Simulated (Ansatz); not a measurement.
All numbers below come from Ansatz 0.2.0, DFT PBE, scalar-relativistic, plane waves, PAW. Cutoff 420 eV, Γ-centred meshes of about 0.25 Å⁻¹ or finer for metals and 0.3 Å⁻¹ for insulators (2π included), Gaussian smearing. No spin polarisation.

All energies are static (0 K, no zero-point motion).

Two forms of Zn5BiO were relaxed alike.

A.

```yaml
crystal:
  lattice:
    - [3.19673, 0.00000, 0.00000]
    - [-1.59837, 2.76845, 0.00000]
    - [0.00000, 0.00000, 13.69607]
  atoms:
    - { symbol: Zn, position: [0.33333, 0.66667, 0.47448] }
    - { symbol: Zn, position: [0.66667, 0.33333, 0.65830] }
    - { symbol: Zn, position: [0.00000, 0.00000, 0.33023] }
    - { symbol: Zn, position: [0.66667, 0.33333, 0.18617] }
    - { symbol: Zn, position: [0.00000, 0.00000, 0.79995] }
    - { symbol: Bi, position: [0.33333, 0.66667, 0.99265] }
    - { symbol: O, position: [0.00000, 0.00000, 0.56823] }
```

B.

```yaml
crystal:
  lattice:
    - [5.15383, 0.00000, 0.00000]
    - [0.00000, 5.15383, 0.00000]
    - [0.00000, 0.00000, 4.95242]
  atoms:
    - { symbol: Zn, position: [0.17857, 0.68165, 0.43203] }
    - { symbol: Zn, position: [0.82143, 0.31835, 0.43203] }
    - { symbol: Zn, position: [0.31835, 0.17857, 0.43203] }
    - { symbol: Zn, position: [0.68165, 0.82143, 0.43203] }
    - { symbol: Zn, position: [0.00000, 0.00000, 0.82813] }
    - { symbol: Bi, position: [0.50000, 0.50000, 0.98237] }
    - { symbol: O, position: [0.00000, 0.00000, 0.21076] }
```

**Question.** Which is lower in energy, and by how much?

**Answer.** They are level within the accuracy (1 meV/atom apart, with A the lower in these runs). A has space group P3m1 (No. 156), 17.3 Å³/atom and no gap on its mesh; B has space group P4 (No. 75), 18.8 Å³/atom and no gap. Counting Bi or Zn atoms around O (for each partner element, those within 1.25 times its shortest distance or 1.15 times the sum of covalent radii, where it is the nearest in units of that sum or under 1.3; a plus sign parts groups by distance over the sum of covalent radii; the shortest distance is added where it exceeds 1.18 times the sum of covalent radii), A has O 6 from 2.2 Å and B has O 1+4. In A, around Zn on its first site lie 3 O at 2.25 Å and 3 Zn at 2.70 Å; Bi is surrounded by 6 Bi at 3.20 Å and 6 Zn at 3.22–3.23 Å; O has 6 Zn at 2.22–2.25 Å, 2 Zn at 3.17–3.26 Å and 6 O at 3.20 Å; 4 more sites not described. In B, around Zn on a site of symmetry 1 lie 1 O at 2.18 Å, 6 Zn at 2.63–2.72 Å, 1 Bi at 2.93 Å and 1 Bi at 3.32 Å; Bi has 4 Zn at 2.93 Å and 4 Zn at 3.32 Å; O is surrounded by 1 Zn at 1.89 Å and 4 Zn at 2.18 Å; 1 more site not described. Both come from trial cells of a structure search, whose lowest cell (Cm, 18.0 Å³/atom) lies 67 meV/atom below the lower of the two.

For metals, differences of a few meV/atom aren't resolved. These runs have no spin–orbit coupling, which can matter for Bi. With atoms moved at random, A and B went lower on a coarse mesh, which no converged run confirmed. Some types were kept out of the candidates beforehand, so the set may lack a known form.
